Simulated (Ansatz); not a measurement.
**Lattice vibrations of MgAl₂C₂ at Γ at 8 GPa**

The calculation used DFT LDA, scalar-relativistic, plane waves, PAW in Ansatz 0.2.0. Cutoff 420 eV, 12×12×6 k-points (Γ-centred), fixed occupations. No spin polarisation. Phonons by linear response, acoustic sum rule imposed.

The cell, relaxed at 8 GPa:
```yaml
crystal:
  lattice:
    - [3.30282, 0.00000, 0.00000]
    - [-1.65141, 2.86032, 0.00000]
    - [0.00000, 0.00000, 5.56847]
  atoms:
    - { symbol: Mg, position: [0.00000, 0.00000, 0.00000] }
    - { symbol: Al, position: [0.33333, 0.66667, 0.34857] }
    - { symbol: Al, position: [0.66667, 0.33333, 0.65143] }
    - { symbol: C, position: [0.33333, 0.66667, 0.73452] }
    - { symbol: C, position: [0.66667, 0.33333, 0.26548] }
```

Other phases may be more stable at this pressure.

**Question.** Give the high-frequency dielectric tensor ε∞.

**Answer.**
```
7.28 0.00 0.00
0.00 7.28 0.00
0.00 0.00 8.39
```

**Question.** Give the Born effective charges.

**Answer.**
```csv
atom,Z*xx,Z*yy,Z*zz,mean
Mg (atom 1),1.97,1.97,2.59,2.18
Al (atom 2),2.28,2.28,2.10,2.22
C (atom 4),-3.27,-3.27,-3.39,-3.31
```

**Question.** How large is the static dielectric tensor with the ions free to move, and what share of it is ionic?

**Answer.**
```
14.2  0.0  0.0
 0.0 14.2  0.0
 0.0  0.0 26.1
```
The ions give 58 % of its trace.

Cost: 1 run of about 4.2 core-minutes, on Arm Neoverse V2 (shared hosts).